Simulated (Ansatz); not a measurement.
SnO$_{2}$ in space group P4_2/nmc (No. 137; Sn on 2a, O on 4d), r²SCAN (plane waves, PAW; program Ansatz), all energies at zero smearing, with the estimated change up to a 700 eV cutoff added, with one set of potentials and settings (totals compare only within such a set). Cell of 6 atoms (2 Sn, 4 O): -14351.369 eV.

```
element                            reference phase  E (eV/atom)
-------  -----------------------------------------  -----------
Sn                      Fd-3m, 2 atoms in the cell   -6038.6401
O        C2/m, 4 atoms in the cell, spin-polarised    -566.0281
```

Formation energy per atom, worked out: (-14351.369 − 2×(-6038.6401) − 4×(-566.0281))/6 = -1.663 eV/atom (-160 kJ per mol of atoms), at 0 K, without zero-point energy or fitted corrections.

The cell is a constructed one: a structure type filled with these elements; neither database checked (COD, Materials Project) lists it. It is not the phase usual at ambient conditions (space group No. 136). Symmetry was held in the r²SCAN relaxation. At this level the phase is mechanically unstable. The references are the lowest solids computed at this level, not always the standard phases (solids in place of the gases). Scalar-relativistic: spin–orbit coupling is off unless named, which matters more the heavier the elements.

Potentials: the later of the program's two PAW sets.
